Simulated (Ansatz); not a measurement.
FeBiO3:
```yaml
crystal:
  lattice:
    - [-2.86731, 3.69482, 2.99151]
    - [2.86731, -3.69482, 2.99151]
    - [2.86731, 3.69482, -2.99151]
  atoms:
    - { symbol: Bi, position: [0.86386, 0.11386, 0.75000] }
    - { symbol: Fe, position: [0.04532, 0.54532, 0.50000] }
    - { symbol: O, position: [0.22705, 0.47705, 0.75000] }
    - { symbol: O, position: [0.73010, 0.46055, 0.73045] }
    - { symbol: O, position: [0.73010, 0.99964, 0.26955] }
    - { symbol: Bi, position: [0.36386, 0.11386, 0.25000] }
    - { symbol: Fe, position: [0.54532, 0.54532, 0.00000] }
    - { symbol: O, position: [0.72705, 0.47705, 0.25000] }
    - { symbol: O, position: [0.23010, 0.46055, 0.23045] }
    - { symbol: O, position: [0.23010, 0.99964, 0.76955] }
```
The run is spin-polarised; directions of the spins, atom by atom: 0 ↑ 0 0 0 0 ↓ 0 0 0.

Relaxed with PBEsol. Special points in fractions of this cell's reciprocal vectors: Γ (0.000, 0.000, 0.000); X (0.500, -0.500, 0.500); F0 (0.401, -0.401, 0.599); Σ0 (-0.401, 0.401, 0.401); Λ0 (0.414, 0.414, -0.414); G0 (0.586, -0.414, 0.414); R (0.000, 0.500, 0.000); W (0.250, 0.250, 0.250); S (0.500, 0.000, 0.000); T (0.000, 0.000, 0.500).

Problem. List the band energies nearest the valence-band maximum at these points for PBEsol (plane waves, PAW; program Ansatz).

Solution. In eV from the valence-band maximum; about four levels below and three above (degenerate sets whole), none deeper than 8.9 eV; points with the same levels are listed once.

```
k                       below           above
----  -----------------------  --------------
Γ ↑   -1.71 -1.61 -0.38 -0.18  0.89 0.93 0.94
X ↑   -1.33 -1.24 -0.82 -0.37  1.00 1.01 1.33
F0 ↑  -1.40 -1.36 -0.95 -0.29  1.02 1.21 1.34
Λ0 ↑  -1.46 -1.42 -0.63 -0.31  1.00 1.00 1.30
R ↑   -1.72 -1.70 -1.10 -0.20  0.91 1.02 1.24
W ↑   -1.61 -1.49 -1.10 -0.32  1.08 1.10 1.19
S ↑   -1.72 -1.61 -0.41 -0.10  0.74 0.98 1.35
T ↑   -1.61 -1.30 -1.00 -0.27  1.06 1.26 1.40
```

Space group Amm2. The start of the workflow was typed in or built on a structure type; neither database checked (COD, Materials Project) lists it. It is not the phase usual at ambient conditions (space group No. 161). The PBEsol relaxation kept the symmetry of its start, as lowered by the spin order; whether a distortion lowers the energy is not shown. Magnetic state: antiferromagnetic, chosen from 5 collinear starts compared on coarse meshes (ties went to the first, and starts can fall back to one state), not a proven ground state. No Hubbard U is applied. Point labels and valley counts follow the cell and symmetry of the run, lower than the named group. Scalar-relativistic: spin–orbit coupling is off unless named, which matters more the heavier the elements.

Potentials: the earlier of the program's two PAW sets. The files were generated under PBE; for other functionals the program regenerates the frozen cores, and for LDA and PBEsol the local potential too.
